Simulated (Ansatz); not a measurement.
Relaxed-ion elastic tensor of LaPt$_{3}$ (Cu3Au type, Pm-3m) in GPa (Voigt order), DFT-LDA in the program Ansatz with PAW potentials; density 16.97 g/cm³, 17.71 Å³ per atom.

```csv
,1,2,3,4,5,6
1,250,150,150,0.0,0.0,0.0
2,150,250,150,0.0,0.0,0.0
3,150,150,250,0.0,0.0,0.0
4,0.0,0.0,0.0,74.3,0.0,0.0
5,0.0,0.0,0.0,0.0,74.3,0.0
6,0.0,0.0,0.0,0.0,0.0,74.3
```

Problem. Is the crystal mechanically stable?

Solution. Yes: the smallest eigenvalue of C is 74.3 GPa.

Problem. Work out the Voigt, Reuss and Hill averages.

Solution. K_V = 184, K_R = 184, K_H = 184; G_V = 64.6, G_R = 62.2, G_H = 63.4 GPa.

Problem. Give Young's modulus, Poisson's ratio, Pugh's ratio and the universal anisotropy index.

Solution. E = 9KG/(3K + G) = 171 GPa; ν = 0.35; K/G = 2.89 (ductile by the Pugh limit of 1.75); A_U = 5G_V/G_R + K_V/K_R − 6 = 0.19.

Problem. Estimate the sound speeds and the Debye temperature.

Solution. v_l = √((K + 4G/3)/ρ) = 3970 m/s, v_t = √(G/ρ) = 1930 m/s, mean 2170 m/s; Θ = (h/k)(3n/4πV)^(1/3) v_m = 248 K.

Problem. Give the Zener ratio and Young's modulus along [100], [110] and [111].

Solution. A = 2C44/(C11 − C12) = 1.49; 1/E = S11 − 2(S11 − S12 − S44/2)Γ with Γ = 0, 1/4, 1/3 gives 138, 177, 196 GPa.

The workflow started from an entry of the Crystallography Open Database (COD). Whether it is the stable phase at ambient conditions was not checked. The LDA relaxation kept the symmetry of its start; of distortions, only those at the zone centre were tested. No spin polarisation was allowed. As this level gives no gap, shear constants depend on the k-mesh and smearing (Fermi–Dirac, 0.1 eV here). Spin–orbit coupling is left out wherever it is not named.

Potentials: the later of the program's two PAW sets.
